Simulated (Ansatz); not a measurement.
MoP (WC type, space group P-6m2)

```yaml
crystal:
  lattice:
    - [3.24080, 0.00000, 0.00000]
    - [-1.62040, 2.80662, 0.00000]
    - [0.00000, 0.00000, 3.19537]
  atoms:
    - { symbol: Mo, position: [0.00000, 0.00000, 0.00000] }
    - { symbol: P, position: [0.66667, 0.33333, 0.50000] }
```

The slice is a (-1 2 -1 0) plane (indices of the conventional cell) through the point (0.000, 0.000, 0.000) (fractional), spanned by u = [001] and v = [210] in vectors of this cell: u (3.20 Å) and v (5.61 Å, at 90° to u). It covers one period; positions are fractions (u, v).

Method: PBE (plane waves to 420 eV, PAW, scalar-relativistic; Ansatz, an electronic-structure program). k mesh 16×16×15. Inside the PAW spheres the values are not all-electron values, and peaks at nuclei hang on which shells count as valence. MoP is run without spin polarisation. MoP was relaxed with its symmetry unable to fall.

### Question
What is the ELF at the midpoint of the shortest Mo–P line in this plane (2.46 Å)?

### Answer
0.4.

### Question
What is the valence density on the shortest Mo–P line in this plane (2.46 Å), at its midpoint?

### Answer
0.54 e/Å³.

### Question
Sketch the valence electron density on this plane as a map.

### Answer
```tsv
v \ u	0.00	0.14	0.29	0.43	0.57	0.71	0.86
0.88	0.4	0.1	-0.4	-0.6	-0.6	-0.4	0.1
0.75	-0.7	-0.8	-0.9	-0.9	-0.9	-0.9	-0.8
0.62	-0.8	-0.8	-0.9	-1.0	-1.0	-0.9	-0.8
0.50	-0.7	-0.6	-0.5	-0.4	-0.4	-0.5	-0.6
0.38	-0.6	-0.4	-0.1	-0.6	-0.6	-0.1	-0.4
0.25	-0.6	-0.4	-0.2	-0.2	-0.2	-0.2	-0.4
0.12	0.4	0.2	-0.3	-0.4	-0.4	-0.3	0.2
0.00	0.8	0.7	-0.1	-0.6	-0.6	-0.1	0.7
```

Values: log₁₀ of the valence density in e/Å³. The scale is logarithmic, as a density can span decades between atoms and voids.
